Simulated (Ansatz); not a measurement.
Input:

GaSb:
```
GaSb
1.0
    3.57873     0.00000     0.00000
    0.00000     3.57873     0.00000
    0.00000     0.00000     3.57873
Ga Sb
1 1
Cartesian
  0.00000   0.00000   0.00000
  1.78936   1.78936   1.78936
```

This is the r²SCAN-relaxed structure.

### Question
All from plane-wave PAW r²SCAN (Ansatz code), unless another level is named. Give the electronic character.

### Answer
metallic (no gap).

### Question
Give the density of states at the Fermi level.

### Answer
0.51 states/eV per atom (mean over ±0.08 eV).

### Question
What about the formation energy from the elements (no fitted shifts)?

### Answer
274 meV/atom.

### Question
What about the gap with spin–orbit coupling?

### Answer
none (metallic).

Space group Pm-3m (CsCl type). The cell is a constructed one: a structure type filled with these elements; neither database checked (COD, Materials Project) lists it. It is not the phase usual at ambient conditions (space group No. 216). The cell was relaxed with r²SCAN under the symmetry of its start. At this level the phase is mechanically unstable. The references are the lowest solids computed at this level, not always the standard phases. Spin–orbit coupling is left out wherever it is not named.

Potentials: the earlier of the program's two PAW sets.
